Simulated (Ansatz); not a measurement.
input.yaml (Ansatz 0.2.0):

```yaml
crystal:
  lattice:
    - [0.0, 2.9204661312, 2.9204661312]
    - [2.9204661312, 0.0, 2.9204661312]
    - [2.9204661312, 2.9204661312, 0.0]
  atoms:
    - { symbol: La, position: [0.5, 0.5, 0.5] }
    - { symbol: S, position: [0.0, 0.0, 0.0] }
basis:
  ecutwfc: 420
  ecutrho_ratio: 4
kpoints:
  mp_grid: { grid: [10, 10, 10] }
hamiltonian:
  xc: pbesol
scf:
  occupations: { method: gaussian, width: 0.05 }
output:
  forces: true
  stress: true
  eigenvalues: true
```

Launched as:
```sh
ansatz run input.yaml --threads 4 --pin off --max-ram 8192MiB --backend cpu --events-out ev --progress --plain --runs-dir out
```

The start was a prototype's sites filled with these elements; the Crystallography Open Database holds the compound in this structure.

Problem. What will the run give?

Solution. Pressure -1.6 GPa, gap on the mesh zero (metallic) (PBEsol, scalar-relativistic).

The output:

```
Pseudopotentials: kind: paw
Pseudopotential: La, paw, valence charge 11, recommended cutoff 420 eV (normal), La.paw.azcp
Pseudopotential: S, paw, valence charge 6, recommended cutoff 420 eV (normal), S.paw.azcp
Crystal: 2 atoms, lattice volume = 49.818 Å³
Basis set: ecut = 420 eV, 941 PW (Γ), exchange–correlation on 60×60×60 points (8 copies of the dense FFT grid, shifted against one another)
Bands: 13, of which v1, the nominal top of the filled ones, is band 9 counted from 1 (8 counted from 0)
Symmetry: 48 space group operations
Space group: Fm-3m (ITA 225), of the structure as read, at distance tolerance 3.7e-5 Å
k-points: 47 of 1000
Initial density: superposition of atomic densities (neutral atoms: chi_scale 0, normalization atom), corrected by the library's trained network
Initial wavefunctions: pseudopotential atomic-orbital guess
Functional: x = pbesol(κ = 0.804, μ = 0.12346), c = pbesol(β = 0.046)
```

```
SCF iter   1: F=—  HF=-7050.652313 eV  |F-HF|=—  |Δ(HF+E_count)|=         —  Δρ=4.07e-3  dr2=1.40e-2
SCF iter   2: F=—  HF=-7050.648062 eV  |F-HF|=—  |Δ(HF+E_count)|=   4.25e-3  Δρ=1.61e-3  dr2=1.86e-3
SCF iter   3: F=—  HF=-7050.647574 eV  |F-HF|=—  |Δ(HF+E_count)|=   4.87e-4  Δρ=6.66e-4  dr2=1.46e-4
SCF iter   4: F=—  HF=-7050.647602 eV  |F-HF|=—  |Δ(HF+E_count)|=   2.74e-5  Δρ=2.71e-4  dr2=1.62e-5
SCF iter   5: F=—  HF=-7050.647611 eV  |F-HF|=—  |Δ(HF+E_count)|=   9.23e-6  Δρ=2.64e-5  dr2=1.26e-7
SCF iter   6: F=-7050.647611 eV  HF=-7050.647611 eV  |F-HF|=4.77e-10  |Δ(HF+E_count)|=   1.48e-7  Δρ=1.62e-6  dr2=3.57e-10
```

```
SCF 1 converged in 6 iterations: F = -7050.647611 eV  dr2 = 3.57e-10
SCF converged after 6 iterations
Free energy (F): -7050.647611 eV
E sigma→0 (E₀):  -7050.647287 eV
Entropy (-TS):   -0.000649 eV (-0.324 meV/atom)
Fermi energy:    11.692879 eV
--- Forces (eV/Å), atoms counted from 1 ---
  atom   1  La     0.00000000     0.00000000     0.00000000
  atom   2  S      0.00000000     0.00000000     0.00000000
--- Stress (GPa, compression-positive) ---
       -1.576278       0.000000       0.000000
        0.000000      -1.576278       0.000000
        0.000000       0.000000      -1.576278
  P = ⅓ Tr σ = -1.5763 GPa (-15.763 kbar)
```

Run time: 0.71 s on 4 threads of Arm Neoverse V2, with other jobs on the host, peak memory 0.34 GiB.

Scalar-relativistic only: spin–orbit splittings of the heavy atoms' levels are missing. The cell is a metal with an odd number of electrons, and spin polarisation wasn't tried.
